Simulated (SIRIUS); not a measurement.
Worked example: self-consistent single point of TiO2 (P1, 6 atoms in the cell; from Materials Project mp-34688, changed as shown) in SIRIUS.

Level of theory: LDA (PW92), GBRV LDA ultrasoft pseudopotentials (plane waves; SIRIUS).

The change in words: atom 5 moved by -0.08 angstrom along y. Reference geometry (C2/c):
```
CELL_PARAMETERS angstrom
      2.70603    -2.70666     0.00000
      2.70603     2.70666     0.00000
     -2.63353     0.00000     4.79664
ATOMIC_POSITIONS crystal
  Ti 0.13411 0.86589 0.25000
  Ti 0.86589 0.13411 0.75000
  O  0.33122 0.08876 0.66715
  O  0.66878 0.91124 0.33285
  O  0.91124 0.66878 0.83285
  O  0.08876 0.33122 0.16715
```

Reference input (self-consistent single point, DFT, LDA (PW92), plane waves, GBRV LDA ultrasoft pseudopotentials): parameters.ngridk = 6 6 5; parameters.xc_functionals = [XC_LDA_X, XC_LDA_C_PW]; parameters.gk_cutoff = 6.325 1/bohr; parameters.pw_cutoff = 14.143 1/bohr; parameters.smearing = gaussian; parameters.smearing_width = 0.000734986 Ha; potentials = GBRV LDA ultrasoft pseudopotentials; parameters.electronic_structure_method = pseudopotential; parameters.num_bands = 29; parameters.num_mag_dims = 0; parameters.num_dft_iter = 100; parameters.energy_tol = 1e-07 Ha. This run's input differs from it in these lines:

```diff
@@ -51,3 +51,3 @@
         [0.66878, 0.91124, 0.33285],
-        [0.91124, 0.66878, 0.83285],
+        [0.926018, 0.654002, 0.83285],
         [0.08876, 0.33122, 0.16715]
```

The program printed (abridged):

```
[find] density tolerance         : 1e-06
[find] total energy tolerance    : 1e-07
[find] iter_solver_tol (initial) : 0.01
[find] iter_solver_tol (target)  : 1e-13
[find] num_dft_iter              : 100
Charges and magnetic moments
--------------------------------------------------------------------------------
total charge          : 48.000000
[find] | SCF iteration   0 out of 100|
[diagonalize] iterative solver tolerance (occupied, empty): 0.01 0.01
[diagonalize] average number of iterations: 2
[find] Charges and magnetic moments
[find] total charge          : 48.000000
[find] Energy
[find] smearing (-TS)                 :       0.00000000
   [... lines left out ...]

[find] Charges and magnetic moments
[find] total charge          : 48.000000
[find] Energy
[find] smearing (-TS)                 :       0.00000000
[find] Total energy                   :    -184.22213500 (Ha),    -368.44426999 (Ry)
[find] Free energy (E-TS)             :    -184.22213500 (Ha),    -368.44426999 (Ry)
[find] band gap (eV)                  :       1.98911494
[find] Efermi                         :       0.27326902
[find] iteration : 19, RMS (target) : 9.1711e-07 (1.0000e-06) , energy difference (target) : -4.2320e-10 (1.0000e-07)
[find] bands are converged : true
[find] iterative solver converged : false
[find] converged after 20 SCF iterations!
[find] Charges and magnetic moments
[find] total charge          : 48.000000
[find] Energy
[find] smearing (-TS)                 :       0.00000000
[find] Total energy                   :    -184.22213500 (Ha),    -368.44426999 (Ry)
[find] Free energy (E-TS)             :    -184.22213500 (Ha),    -368.44426999 (Ry)
[find] band gap (eV)                  :       1.98911494
[find] Efermi                         :       0.27326902
[ground_state] === stress tensor components [kbar] ===
[ground_state] === stress_total ===
[ground_state]   121.160627   -3.886993   13.371822
[ground_state]    -3.886993  119.896440    7.259314
[ground_state]    13.371822    7.259314  120.234748
[ground_state] ==== total Forces in Ha/bohr =====
[ground_state] atom:    0, force:      -0.0000212     -0.0001881      0.0011463
[ground_state] atom:    1, force:       0.0000866     -0.0022132     -0.0001388
[ground_state] atom:    2, force:       0.0003141     -0.0057066     -0.0066017
[ground_state] atom:    3, force:      -0.0003890      0.0001538      0.0058816
[ground_state] atom:    4, force:       0.0058533      0.0113103      0.0057496
[ground_state] atom:    5, force:      -0.0058443     -0.0033561     -0.0060370
```

The run converged in 20 iterations. SIRIUS prints the stress tensor with tension positive. Against the reference run the free energy rises by 3.5 meV/atom, the pressure goes from -12.43 to -12.04 GPa and the largest force goes from 0.333 to 0.719 eV/Å.

The structure comes from a collection of computed structures, made at another level of theory; the collection holds predicted forms beside known ones.

Cost on one core: around 2.1 core-minutes (rough).

The gap that the log prints is read on the run's mesh, which can miss the band edges or a crossing.
